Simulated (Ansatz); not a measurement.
## Relaxing a structure of SiNi

The start is a generated trial cell of SiNi in the AFLOW prototype AB_oP8_62_c_c (B29, as in SnS). The structure is fully relaxed (lattice and positions, P = 0) with PBEsol (plane waves to 420 eV, PAW, scalar-relativistic; Ansatz, a quantum-chemistry and plane-wave program). The first steps use a coarse 3×7×7 k-mesh.

The start:
```
CELL_PARAMETERS angstrom
      9.03522     0.00000     0.00000
      0.00000     3.21809     0.00000
      0.00000     0.00000     3.49852
ATOMIC_POSITIONS crystal
  Si 0.61937 0.25000 0.38060
  Si 0.11937 0.25000 0.11940
  Si 0.38063 0.75000 0.61940
  Si 0.88063 0.75000 0.88060
  Ni 0.35070 0.25000 0.02010
  Ni 0.85070 0.25000 0.47990
  Ni 0.64930 0.75000 0.97990
  Ni 0.14930 0.75000 0.52010
```
Spin-polarised start, with parallel moments on Ni.

Task: How large is the pressure on the unrelaxed cell, and of which sign?

Result: +8 GPa (positive: the cell is compressed).

Task: Which atoms feel the largest initial force, and how large is it?

Result: About 2.8 eV/Å, on Si1, Si2, Si3, Si4 (atoms numbered as listed).

Task: Does the structure survive the relaxation? Give the final space group.

Result: The space group goes from Pnma (No. 62) to P4/nmm (No. 129), with 4 atoms in the primitive cell.

Task: By how much does the energy per atom fall from start to end?

Result: 0.68 eV/atom.

Task: How does the volume per atom move from start to end?

Result: -10.8 %, from 12.72 to 11.34 Å³/atom.

Task: How do the shortest distances between atoms change?

Result: The closest pairs of elements (up to four, under 3.6 Å), start → end: Ni–Si 2.12 → 2.33 Å; Ni–Ni 2.99 → 2.64 Å; Si–Si 2.82 → 2.65 Å.

Task: Is the relaxed structure metallic? Give its gap.

Result: Zero (metallic).

Task: What magnetic moments remain?

Result: Zero (the starting moments vanished).

Task: Write out the relaxed structure.

Result: 
Space group P4/nmm, origin choice 1 (No. 129); a = b = 3.118 Å, c = 4.666 Å, α = β = γ = 90.00°

| atom | site | symmetry | x | y | z |
|---|---|---|---|---|---|
| Si | 2c | 4mm | 0.0000 | 0.5000 | 0.3432 |
| Ni | 2c | 4mm | 0.5000 | 0.0000 | 0.1564 |

Final values are on a 15×15×10 k-mesh of the relaxed cell. No spin polarisation in the result: the starting moments vanished. A magnetic state may lie lower.

The run could not lose the symmetry of its start, so the end can be a saddle point.

The relaxed structure here is a generated cell of SiNi: the first start was made by placing the elements on the sites of a structure type, and the end was not matched to a known phase here, so it may be hypothetical. Known forms of SiNi include space group No. 62.
